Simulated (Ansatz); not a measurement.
# BaV₂Ni₂H₈: input and output

The input, for Ansatz 0.2.0 (plane waves, PAW):

```yaml
crystal:
  lattice:
    - [2.426466, 4.202759, 0.0]
    - [-2.426466, 4.202759, 0.0]
    - [0.0, -2.80184, 7.170615]
  atoms:
    - { symbol: Ba, position: [0.0, 0.0, 0.0] }
    - { symbol: V, position: [0.42458, 0.42458, 0.27374] }
    - { symbol: V, position: [0.57542, 0.57542, 0.72626] }
    - { symbol: Ni, position: [0.16972, 0.16972, 0.50916] }
    - { symbol: Ni, position: [0.83028, 0.83028, 0.49084] }
    - { symbol: H, position: [0.3507, 0.3507, 0.0521] }
    - { symbol: H, position: [0.6493, 0.6493, 0.9479] }
    - { symbol: H, position: [0.8775, 0.5655, 0.6585] }
    - { symbol: H, position: [0.2155, 0.8775, 0.6585] }
    - { symbol: H, position: [0.5655, 0.2155, 0.6585] }
    - { symbol: H, position: [0.1225, 0.4345, 0.3415] }
    - { symbol: H, position: [0.7845, 0.1225, 0.3415] }
    - { symbol: H, position: [0.4345, 0.7845, 0.3415] }
  symmetry: { tolerance: 0.0003 }
kpoints:
  mp_grid: { grid: [5, 5, 5], shift: [0, 0, 0] }
  band_path:
    path:
      - [0.0, 0.0, 0.0]
      - [0.0, 0.0, -0.5]
      - [0.30788714, -0.30788714, -0.5]
      - [0.38422571, -0.30788714, -0.19211286]
      - [0.0, -0.5, 0.0]
      - [0.0, 0.0, 0.0]
      - [0.34605643, -0.34605643, 0.0]
      - [0.34605643, -0.30788714, -0.34605643]
      - [0.5, 0.0, -0.5]
      - [0.0, 0.0, 0.0]
    npoints: 7
magnetization:
  spin_polarized: false
scf:
  occupations: { method: fermi_dirac }
  lower_state_search: "off"
  max_iter: 200
hamiltonian:
  pseudopotentials: { kind: paw }
  xc: r2scan
basis:
  ecutwfc: 500
  fft_grid_basis: typed
output:
  forces: true
  stress: true
  eigenvalues: true
  populations: true
  elf: true
  write_potential: true
  volumetric_format: npy
  dos:
    e_range: [-12, 8]
    de: 0.05
    projected: { site_lists: { Ba: [Ba], H: [H], Ni: [Ni], V: [V] } }
checkpoint:
  read: saved_state
```

Run as

```sh
ansatz run input.yaml --threads 1 --pin off --max-ram 2560MiB --backend cpu --events-out ev --progress --plain --runs-dir out
```

The run starts from an earlier solution of this cell. 

Parts of the output:

```
SCF iter   1: F=-23612.4608 eV  Δρ=4.17e-3  dr2=2.69e-2  dr2_τ=1.62e-3
SCF iter   2: F=-23612.4831 eV  Δρ=1.39e-3  dr2=2.18e-3  dr2_τ=6.78e-5
SCF iter   3: F=-23612.4691 eV  Δρ=3.08e-3  dr2=1.69e-2  dr2_τ=1.39e-4
SCF iter   4: F=-23612.4835 eV  Δρ=1.03e-3  dr2=1.56e-3  dr2_τ=2.17e-5
SCF iter   5: F=-23612.4847 eV  Δρ=2.86e-4  dr2=8.69e-5  dr2_τ=2.41e-6
SCF iter   6: F=-23612.4847 eV  Δρ=3.36e-4  dr2=1.60e-4  dr2_τ=6.07e-7
SCF iter   7: F=-23612.4849 eV  Δρ=4.67e-5  dr2=2.95e-6  dr2_τ=8.13e-8
SCF iter   8: F=-23612.4849 eV  Δρ=4.30e-5  dr2=3.19e-6  dr2_τ=2.93e-8
SCF iter   9: F=-23612.4849 eV  Δρ=7.59e-6  dr2=1.09e-7  dr2_τ=8.47e-10
SCF iter  10: F=-23612.4849 eV  Δρ=3.19e-6  dr2=1.97e-8  dr2_τ=2.16e-10
Free energy (F): -23612.4849 eV
Harris-Foulkes:  -23612.4849 eV  (|F-HF|=1.62e-8)
Internal energy: -23612.0100 eV  (E = F + TS)
E sigma→0 (E₀):  -23612.2475 eV
Entropy (-TS):   -0.4749 eV (-36.529 meV/atom)
Fermi energy:    8.2062 eV
--- Per-component energies (eV) ---
  E_band       = -1544.3242
  E_kinetic    = 1510.1156
  E_local      = -15049.3494  (includes V_loc(G=0)·N_el)
  E_nonlocal   = 1286.1420
  E_hartree    = 6552.6070
  E_xc         = -630.9491
  E_vxc        = -836.3894  (∫ρ·V_xc dr)
  E_paw        = -10809.3804  (= ΣΔE_a)
  E_vpaw       = -1612.4894  (= ΣTr[D̂ρ^β])
  E_aug_tail   = -0.0026  (compensation charges beyond the density's cutoff)
  E_vtau       = 52.4449  (kinetic-family band-sum trace: ∫τ·v_τ [+ j·A + Jᵃ·Aᵃ] dr)
  E_ewald      = -6470.1317
  E_core_change = -1.0613  (= ΣΔE_core)
  E_smearing   = -0.4749  (= −TS)
--- Stress (GPa, compression-positive) ---
       -7.1340       0.0000       0.0000
        0.0000      -7.1340       0.0000
        0.0000       0.0000      -3.4932
  P = ⅓ Tr σ = -5.9204 GPa (-59.204 kbar)
--- Löwdin populations: 13 sites ---
  site symbol       q [e]
     0     Ba      8.3887
     1      V     12.4962
     2      V     12.4962
     3     Ni     17.4841
     4     Ni     17.4841
     5      H      1.3979
     6      H      1.3979
     7      H      1.3304
     8      H      1.3304
     9      H      1.3304
    10      H      1.3304
    11      H      1.3304
    12      H      1.3304
  spilling = 0.0109 (of n_electrons = 80.0000)
```

Origin: a known structure type with other elements, at an estimated volume, so it need not be a known compound. Caveats: no spin polarisation, so a magnetic state may lie lower; the k mesh is coarse if the cell is a metal; atoms or cell far from equilibrium.

It took 59 s on 1 thread of Arm Neoverse V2, on a shared host, peak memory 0.86 GiB, starting from a saved density.
